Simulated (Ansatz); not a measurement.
**Kick test of a cell of ScAl₂N₃**

The structure comes from a proposed guess, relaxed at this level; another structure or a mixture of phases may lie lower.

These are results of DFT PBE, scalar-relativistic, plane waves, PAW in Ansatz, not measurements. Cutoff 420 eV; k points 12×12×4 on the computed 6-atom cell (Γ-centred); Gaussian smearing, width 0.02 eV; no spin polarisation.

The cell below (6 atoms, space group P-3m1 (No. 164)) is relaxed within its symmetry.

```
Sc Al N
1.0
     2.99656    0.00000    0.00000
    -1.49828    2.59510    0.00000
     0.00000    0.00000    7.30745
Sc Al N
1 2 3
Cartesian
  0.0000 0.0000 0.0000
  1.4983 0.8650 4.8264
  0.0000 1.7301 2.4811
  0.0000 1.7301 5.9631
  1.4983 0.8650 1.3444
  0.0000 0.0000 3.6537
```

For the test a repeat of it with 12 atoms (edges 3.00, 5.19, 7.31 Å) was strained at random (σ = 1.5 % a component), the atoms were moved at random (σ = 0.05 Å), and all was relaxed again on a coarse 4×4×2 mesh (in the run’s order of axes) with 0.10 eV smearing, with no symmetry imposed.

Question: What happens?

Answer: It returns, within 1 meV/atom of the unmoved cell on that mesh and with the same symmetry when read at 0.1 Å. So it is stable against the distortions that fit this cell and that this random move excites. Modes that don't fit the cell aren't tested.
